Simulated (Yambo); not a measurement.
Yambo run on a free-standing SnS₂ monolayer (symmetry P-3m1, slab cell 15.9 Å high). The wavefunctions are PBE (stringent potentials; pw.x of Quantum ESPRESSO, ONCV potentials, without SOC) ones on a 6×6×1 mesh (17 occupied bands); a = 3.665 Å, b = 3.665 Å, c = 15.900 Å, α = 90.00°, β = 90.00°, γ = 120.00°.

Yambo input:

```
rim_cut
gw0
dyson
el_el_corr
HF_and_locXC
ppa
em1d
rim_w
RandQpts= 1000000
RandGvec= 2 Ry
CUTGeo= "slab z"
EXXRLvcs= 102 Ry
VXCRLvcs= 408 Ry
Chimod= "HARTREE"
% BndsRnXp
 5 | 125 |
%
NGsBlkXp= 6 Ry
% LongDrXp
 1.0 | 1.0 | 0.0 |
%
RandGvecW= 1000 mRy
PPAPntXp= 27.2114 eV
% GbndRnge
 1 | 125 |
%
GTermKind= "none"
DysSolver= "n"
ExtendOut
% QPkrange
 2 | 2 | 17 | 17 |
 4 | 4 | 17 | 18 |
%
```

k points by index: 2 = (0, 0.167), 4 = M.

Table of the .qp output:

```
#    K-point    Band    Eo [eV]    E [eV]    E-Eo [eV]    Vxc [eV]    Vnlxc [eV]    Sc|Eo [eV]    Sc|E [eV]    dSc/dw|Eo [eV]    Re(Z)    Im(Z)
#
    2    17    0.000000    -0.550830    -0.550830    -13.56826    -16.05469    1.761543    1.935595    -8.595334    0.759944    -0.002422
    4    17    -0.258509    -0.856817    -0.598308    -13.39752    -16.04824    1.862313    2.052411    -8.642929    0.758935    -0.002426
    4    18    1.574189    2.543485    0.969296    -12.45060    -9.000181    -2.216975    -2.481119    -7.414100    0.785871    -0.002271
```
(The two width columns are left out.) Convergence of these settings isn't established.

Geometry relaxed with PBE+D3(BJ).
